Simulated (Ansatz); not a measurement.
CdS:
```xyz
8
Lattice="4.1600 0.0000 0.0000 -2.0800 3.6026 0.0000 0.0000 0.0000 13.5538" Properties=species:S:1:pos:R:3 pbc="T T T"
Cd     0.0000     0.0000     0.0069
Cd     0.0000     0.0000     6.7838
Cd     2.0800     1.2009    10.1691
Cd     0.0000     2.4018     3.3922
S      0.0000     0.0000    11.0126
S      0.0000     0.0000     4.2357
S      2.0800     1.2009     7.6218
S      0.0000     2.4018     0.8449
```

Cartesian axes are those of the cell as given.

**Question.** Give the high-frequency dielectric tensor and the Born effective charge tensors of the independent atoms from DFPT, r²SCAN (plane waves, PAW; program Ansatz).

**Answer.** 
ε∞:
```
5.44  0.00  0.00
0.00  5.44  0.00
0.00  0.00  5.47
```
Z* of atom 1 (Cd), rows: field, columns: displacement, in e:
```
2.16  0.00  0.00
0.00  2.16  0.00
0.00  0.00  2.23
```
Z* of atom 3 (Cd), rows: field, columns: displacement, in e:
```
2.18  0.00  0.00
0.00  2.18  0.00
0.00  0.00  2.18
```
Z* of atom 5 (S), rows: field, columns: displacement, in e:
```
-2.17   0.00   0.00
 0.00  -2.17   0.00
 0.00   0.00  -2.21
```
Z* of atom 7 (S), rows: field, columns: displacement, in e:
```
-2.17   0.00   0.00
 0.00  -2.17   0.00
 0.00   0.00  -2.20
```

Static charges for comparison (Bader): Cd1 +0.94, Cd3 +0.94, S5 -0.94, S7 -0.94 e. Born charges measure polarisation by displacement and can exceed these by far.

Space group P6_3mc. A made-up cell: these elements were put on the sites of a structure type. Its sites differ from those of the usual phase in this space group: another stacking or structure type. Symmetry was held in the r²SCAN relaxation; whether a distortion lowers the energy is not shown. Spin–orbit coupling is left out wherever it is not named.

Potentials: the later of the program's two PAW sets.
